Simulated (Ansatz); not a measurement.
Data:

In2Au:
Space group Fm-3m (No. 225); a = 6.569 Å, b = 6.569 Å, c = 6.569 Å, α = 90.00°, β = 90.00°, γ = 90.00°

```tsv
atom	site	symmetry	x	y	z
In	8c	-43m	0.2500	0.2500	0.2500
Au	4a	m-3m	0.0000	0.0000	0.0000
```
(The calculation used a cell of 3 atoms; values per cell refer to that cell.)

This is the r²SCAN-relaxed structure.

Task: All from r²SCAN (plane waves, PAW; program Ansatz), unless another level is named. Give the formation energy from the elements (no fitted shifts).

Result: -0.31 eV/atom.

Task: Next, the density of states at the Fermi level?

Result: 0.34 states/eV per atom (mean over ±0.08 eV).

The first step of the workflow began from a Materials Project structure, measured or hypothetical; the Crystallography Open Database files this formula in space group No. 225, but the cells were not matched. Whether it is the stable phase at ambient conditions was not checked. The cell was relaxed with r²SCAN under the symmetry of its start; whether a distortion lowers the energy is not shown. The references are the lowest solids computed at this level, not always the standard phases. Scalar-relativistic: spin–orbit coupling is off unless named, which matters more the heavier the elements.

Potentials: the later of the program's two PAW sets.
